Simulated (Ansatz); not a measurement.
What moves the field gradients of HfO2 with nitrogen replacing O?

Cell of run 1: a supercell of HfO2 (baddeleyite type, P2_1/c) built from a computed structure from the Materials Project (it need not be an observed phase), with all atoms left at the host's positions.

```xyz
24
Lattice="-0.8762 5.1506 5.2030 4.2180 0.0000 5.2030 5.0942 5.1506 0.0000" Properties=species:S:1:pos:R:3 pbc="T T T"
Hf    0.7864    2.3593    3.6832
Hf    5.0044    7.5100    8.8862
Hf    2.9935    4.9347    4.1212
Hf    8.0877    4.9347    4.1212
Hf    3.4316    2.7913    1.5197
Hf    7.6496    7.9420    6.7227
Hf    0.3484    5.3666    6.2847
Hf    5.4425    5.3666    6.2847
O     1.4248    3.8245    5.0915
O     6.5190    3.8245    5.0915
O     2.3551    1.2492    2.7129
O     6.5731    6.3998    7.9159
O     1.9171    6.4768    5.3144
O     7.0112    6.4768    5.3144
O     1.8629    3.9015    2.4900
O     6.0809    9.0521    7.6930
N     0.0449    1.7036    1.8015
O     4.2629    6.8543    7.0045
O     4.6112    4.2789    0.7999
O     3.7351    4.2789    6.0029
O     4.1731    3.4470    3.4014
O     8.3911    8.5977    8.6044
O     4.7010    6.0223    4.4030
O     3.8248    6.0223    9.6060
```

Atom numbers follow the list; atoms alike are taken as one site, whose name carries the number of the first.

Relaxed positions (PBE, cell held):

```
CELL_PARAMETERS angstrom
-0.87617 5.15064 5.20295
4.21801 0.00000 5.20295
5.09418 5.15064 0.00000
ATOMIC_POSITIONS crystal
Hf 0.43948 0.25701 0.01194
Hf 0.94677 0.76288 0.51338
Hf 0.51723 0.27753 0.44004
Hf 0.01395 0.77895 0.94368
Hf 0.05849 0.23418 0.48446
Hf 0.54844 0.74288 0.98770
Hf 0.98966 0.21987 0.05666
Hf 0.48999 0.71954 0.55565
O 0.63117 0.34507 0.10477
O 0.14259 0.84239 0.59880
O 0.09517 0.42628 0.14599
O 0.60545 0.91442 0.63763
O 0.86038 0.15634 0.40124
O 0.35857 0.65899 0.89341
O 0.39882 0.08271 0.36525
O 0.90544 0.58300 0.85751
N 0.29685 0.02999 0.05090
O 0.80484 0.53014 0.54537
O 0.03754 0.12473 0.80071
O 0.55277 0.61819 0.30211
O 0.20048 0.46810 0.45669
O 0.70065 0.96894 0.95114
O 0.46181 0.37816 0.69337
O 0.94344 0.87972 0.20159
```

All runs are DFT with Ansatz 0.2.0 (plane waves and PAW, scalar-relativistic unless spin–orbit coupling is named, Γ-centred meshes, Fermi–Dirac smearing where given) in this cell, at cell charge -1.

Run 1: PBE, atoms at the host's positions; 420 eV, 3×3×3 k-points, smearing 0.01 eV.
Run 2: PBE, atoms relaxed; 420 eV, 3×3×3 k-points, smearing 0.01 eV.
Run 3: r2SCAN, at the relaxed atoms; 500 eV, 3×3×3 k-points, smearing 0.01 eV.

```tsv
run	Hf1 V_zz (η)	Hf3 V_zz (η)	Hf6 V_zz (η)	N V_zz (η)
1	-16.88 (0.97)	12.03 (0.03)	-19.31 (0.82)	2.44 (0.53)
2	-14.71 (0.49)	11.38 (0.79)	18.26 (0.75)	2.19 (0.62)
3	?	?	?	?
```

V_zz in 10²¹ V/m²; 4 of the 24 sets of like atoms are followed.

(1) Estimate the row of run 3.

Results:

(1) Hf1: -14.83 (0.49); Hf3: 11.58 (0.78); Hf6: 18.20 (0.70); N: 2.21 (0.59). It lies nearest to run 2, from whose tensors on these sites it differs by 0.68 at most (largest principal value of the difference, on Hf6). Taken one at a time, the positions of the atoms (as given or relaxed) move the tensors on these sites by up to 6.55 (largest principal value of the change, on Hf6), the functional (r2SCAN with its higher cutoff) by 0.68 (Hf6). On some sites the largest principal value moves to another axis from run to run, and the sign of V_zz can flip with it.

The defect repeats with the cell of 24 atoms, so it feels its images: sites between two images don't show the values beside a lone defect, and zeros or small values of η there can come from the images' arrangement. Hf carries a gradient in the pure host already, so the values there aren't the defect's effect alone. A uniform background compensates the cell's charge. Without spin–orbit coupling the gradients at and beside Hf can be off by some per cent, at some sites by more. In run 1 the atoms aren't at the calculated equilibrium (largest force 1.9 eV/Å).
